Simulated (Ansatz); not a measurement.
Ta₄GaSe₈ (space group F-43m)

```
CELL_PARAMETERS angstrom
      0.00000     5.16871     5.16871
      5.16871     0.00000     5.16871
      5.16871     5.16871     0.00000
ATOMIC_POSITIONS crystal
  Ta 0.69241 0.10253 0.10253
  Ta 0.10253 0.10253 0.10253
  Ta 0.10253 0.10253 0.69241
  Ta 0.10253 0.69241 0.10253
  Ga 0.50000 0.50000 0.50000
  Se 0.41004 0.86332 0.86332
  Se 0.86332 0.86332 0.86332
  Se 0.86332 0.86332 0.41004
  Se 0.86332 0.41004 0.86332
  Se 0.90772 0.36409 0.36409
  Se 0.36409 0.36409 0.36409
  Se 0.36409 0.36409 0.90772
  Se 0.36409 0.90772 0.36409
```

E(V) scan at fixed shape, V₀ the volume above. The atoms relax within the cell's symmetry.

Level of theory: PBEsol (plane waves to 420 eV, PAW, scalar-relativistic; Ansatz, a first-principles code). k mesh 7×7×7 (Γ-centred), Fermi-Dirac smearing 0.05 eV. E stands for the smeared free energy. Stress and pressure are positive under compression. Spin-orbit coupling is left out, though Ta is heavy. Ta4GaSe8 is run without spin polarisation. Ta4GaSe8 was relaxed with its symmetry unable to fall. The zero of ΔE is the relaxed starting cell. The last digit holds for this mesh only.

```csv
V (Å³/atom),ΔE (meV/atom)
19.119,68.9
19.544,42.1
19.969,withheld
20.394,9.6
20.819,2.3
21.244,0.0
21.669,2.1
22.094,8.1
22.518,17.6
22.943,30.0
23.368,45.0
```

### Question
Fit a third-order Birch-Murnaghan form (E₀, V₀, B₀, B₀′ free) to the given rows and predict ΔE at V = 19.969.

### Answer
Least squares on the 10 given rows: ΔE = E₀ + (9V₀B₀/16)·y²·[2 + (B₀′ − 4)y], y = (V₀/V)^(2/3) − 1, with V₀ = 21.243 Å³/atom, B₀ = 83.12 GPa (160.2 GPa = 1 eV/Å³; the term in eV is multiplied by 1000), B₀′ = 5.38, E₀ = 0.00 meV/atom; root-mean-square residual 0.03 meV/atom. At 19.969 the fit gives 22.6 meV/atom; the calculation gives 22.7 meV/atom, so the interpolation is off by -0.1 (-0.4 %). For the pressure the fit gives 6.1 GPa against the computed 6.1 GPa.

(Under strain, the slope of the energy per volume gives the stress and its curvature an elastic modulus.)
